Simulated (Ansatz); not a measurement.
**KF, first-principles data**

KF:
```yaml
crystal:
  lattice:
    - [3.22039, 0.00000, 0.00000]
    - [0.00000, 3.22039, 0.00000]
    - [0.00000, 0.00000, 3.22039]
  atoms:
    - { symbol: K, position: [0.00000, 0.00000, 0.00000] }
    - { symbol: F, position: [0.50000, 0.50000, 0.50000] }
```

Space group Pm-3m (No. 221), CsCl type; conventional cell a = 3.220 Å, b = 3.220 Å, c = 3.220 Å, α = 90.00°, β = 90.00°, γ = 90.00°.

Method: HSE06 (plane waves, PAW; program Ansatz). Geometry: relaxed at this level of theory. Other levels are named where they apply.

Cell and energy:

Volume per atom: 16.70 Å³
Density: 2.89 g/cm³

Electronic structure:

- Band gap: 8.60 eV (indirect)
- Valence-band maximum: at M
- Conduction-band minimum: at Γ
- Smallest direct gap on the standard path: 8.64 eV

Mechanics:

- Bulk modulus (Birch–Murnaghan fit) = 36.6 GPa
- Pressure derivative B′ = 4.9

Charges:

- Bader charges = K +0.88, F -0.88 e

The first step of the workflow began from a Materials Project structure, measured or hypothetical; the Crystallography Open Database copy checked does not list it. It is not the phase usual at ambient conditions (space group No. 225). The HSE06 relaxation kept the symmetry of its start; whether a distortion lowers the energy is not shown. The hybrid was solved on a coarse mesh, the path and, where they were found, the r²SCAN edge points; its band edges are the extreme levels among these.

Potentials: the later of the program's two PAW sets.
